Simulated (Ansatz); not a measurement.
Recipe of this trial structure of SiTe4H: random cell by space group and Wyckoff sites (P4/mmm, No. 123). The dimensions are guesses.

```
Si Te H
1.0
     6.21956    0.00000    0.00000
     0.00000    6.21956    0.00000
     0.00000    0.00000    4.91392
Si Te H
1 4 1
Direct
  0.00000 0.00000 0.00000
  0.21653 0.50000 0.50000
  0.78347 0.50000 0.50000
  0.50000 0.78347 0.50000
  0.50000 0.21653 0.50000
  0.50000 0.50000 0.50000
```

These are results of DFT PBE, scalar-relativistic, plane waves, PAW (Ansatz 0.2.0), not measurements. Cutoff 420 eV, Gaussian smearing, Γ-centred meshes. Cell and atoms relax first on a coarse mesh and then on a finer one. In between, the cell is made exact in the group found at 0.06 Å. In metals the finer mesh still leaves noise of several meV/atom or more. The steps can't lower the symmetry of their start. No spin polarisation.

A guess keeps its type if space group and coordination stay and the shape of the cell changes little (axis ratios within about 15 %, angles within 6°); the volume may change.

Problem. Does this structure survive the relaxation?

Solution. It doesn't keep its type. The symmetry stays P4/mmm (No. 123). The volume per atom shrinks by 6.6 %, from 31.7 to 29.6 Å³. The shortest distance goes from 1.76 Å (Te–H) to 2.37 Å (Te–H). The ratio c/a of the conventional cell changes by a factor of 0.50. Counting neighbours within 15 % of an atom's shortest distance, the start has H 4, Si 16, Te 1 and the end H 4, Si 2, Te 1. In detail, at the end around Si lie 2 Si at 3.05 Å; around Te lie 1 H at 2.37 Å and 3 Te at 2.89–3.05 Å; H has 4 Te at 2.37 Å.

```
Si Te H
1.0
     7.63593    0.00000    0.00000
     0.00000    7.63593    0.00000
     0.00000    0.00000    3.04626
Si Te H
1 4 1
Cartesian
  0.0000 0.0000 0.0000
  1.4442 3.8180 1.5231
  6.1918 3.8180 1.5231
  3.8180 6.1918 1.5231
  3.8180 1.4442 1.5231
  3.8180 3.8180 1.5231
```

Formation energies are uncorrected and refer to the elements' standard structures at the same level (H₂ as a molecule).

Problem. At what energy does it end?

Solution. +0.77 eV/atom. The separate elements lie lower, so it is unstable against them.

The last run used a 6×6×12 mesh (in the run's order of axes) for its 6-atom cell and Gaussian smearing of 0.10 eV. Spin–orbit coupling, which can matter for Te, is left out. An odd number of electrons in the primitive cell allows no gap without spin; a larger cell or a magnetic state could open one. The cell is a metal run without spin; a magnetic state may lie lower. The reference form of Te is held partly by dispersion forces, which this level lacks. With hydrogen, zero-point motion can shift formation energies by some tens of meV/atom. A structure relaxed within its symmetry needn't be a true minimum. Another cell of SiTe4H relaxed alike, in R-3m, lies 0.33 eV/atom lower, so this cell isn't the stable form at this level.
